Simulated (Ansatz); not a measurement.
TiO:
```xyz
6
Lattice="4.9787 0.0000 0.0000 -2.4893 4.3116 0.0000 0.0000 0.0000 2.8682" Properties=species:S:1:pos:R:3 pbc="T T T"
Ti     2.4893     1.4372     1.4341
Ti     0.0000     2.8744     1.4341
Ti     0.0000     0.0000     0.0000
O      1.5078     2.6116     0.0000
O     -0.9815     1.7001     0.0000
O      1.9631     0.0000     0.0000
```

Relaxed with r²SCAN. Special points in fractions of this cell's reciprocal vectors: Γ (0.000, 0.000, 0.000); M (0.500, 0.000, 0.000); K (0.333, 0.333, 0.000); A (0.000, 0.000, 0.500); L (0.500, 0.000, 0.500); H (0.333, 0.333, 0.500).

List the band energies nearest the Fermi level at these points for r²SCAN (plane waves, PAW; program Ansatz).

In eV from the Fermi level; about four levels below and three above (degenerate sets whole), none deeper than 8.9 eV; points with the same levels are listed once.

```tsv
k	below	above
Γ	-3.72 -0.93 -0.88 -0.88	0.47 0.47 0.84 0.84
M	-5.66 -2.80 -2.17 -1.86	0.39 1.11 1.16
K	-6.03 -2.73 -1.93 -1.93	0.46 1.04 1.04
A	-6.14 -6.14 -2.08 -2.08	0.44 1.21 1.21 1.21 1.21
L	-5.80 -2.13 -1.58 -0.62	0.49 0.81 1.55
H	-6.11 -6.11 -1.60 -1.55 -1.55	1.23 1.23 1.49
```

Space group P-62m. The workflow started from a Materials Project entry (that database holds measured and hypothetical structures alike); the Crystallography Open Database copy checked does not list it. COD files the formula under space group No. 12, 225, so this cell is another polymorph or a model. Its standing as an ambient phase is unchecked. The cell was relaxed with r²SCAN under the symmetry of its start; its stability against distortions is not shown here. No spin polarisation was allowed. Without spin polarisation and U, an open-shell compound can come out a false metal.

Potentials: the earlier of the program's two PAW sets.
